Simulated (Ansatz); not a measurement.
P2W:
```
P2W
1.0
    4.22849     1.57388     0.00000
   -4.22849     1.57388     0.00000
   -3.63760     0.00000     6.50167
P W
4 2
Direct
  0.13855   0.86145   0.02461
  0.86145   0.13855   0.97539
  0.39874   0.60126   0.60056
  0.60126   0.39874   0.39944
  0.84237   0.15763   0.29381
  0.15763   0.84237   0.70619
```

Relaxed with PBEsol. Special points in fractions of this cell's reciprocal vectors: Γ (0.000, 0.000, 0.000); C (0.295, 0.295, 0.000); C2 (-0.295, 0.705, 0.000); Y2 (-0.500, 0.500, 0.000); M2 (-0.500, 0.500, 0.500); D (-0.270, 0.730, 0.500); D2 (0.270, 0.270, 0.500); A (0.000, 0.000, 0.500); L2 (0.000, 0.500, 0.500); V2 (0.000, 0.500, 0.000).

Q: List the band energies nearest the Fermi level at these points for PBEsol with spin–orbit coupling in the plane-wave PAW code Ansatz.

A: In eV from the Fermi level; about four levels below and three above (degenerate sets whole), none deeper than 8.9 eV; points with the same levels are listed once.

| k | below | above |
|---|---|---|
| Γ | -1.89 -1.89 -0.32 -0.32 | 0.46 0.46 1.11 1.11 |
| C | -2.34 -2.34 -0.34 -0.34 | 0.07 0.07 1.19 1.19 |
| Y2 | -0.37 -0.37 -0.25 -0.25 | 1.53 1.53 1.97 1.97 1.97 1.97 |
| M2 | -0.93 -0.93 -0.44 -0.44 | 0.64 0.64 1.17 1.17 |
| D | -2.30 -2.30 -0.39 -0.39 | 0.97 0.97 1.38 1.38 |
| A | -1.40 -1.40 -1.01 -1.01 | 1.48 1.48 1.76 1.76 |
| L2 | -1.78 -1.78 -0.96 -0.96 | 0.72 0.72 1.39 1.39 |
| V2 | -2.89 -2.89 -1.92 -1.92 | 0.31 0.31 1.63 1.63 |

Space group C2/m. The workflow started from a Materials Project entry (that database holds measured and hypothetical structures alike); the Crystallography Open Database files this formula in space group No. 12, but the cells were not matched. Whether it is the stable phase at ambient conditions was not checked. The PBEsol relaxation kept the symmetry of its start; its stability against distortions is not shown here. The run is not spin-polarised.

Potentials: the earlier of the program's two PAW sets. The files were generated under PBE; for other functionals the program regenerates the frozen cores, and for LDA and PBEsol the local potential too.
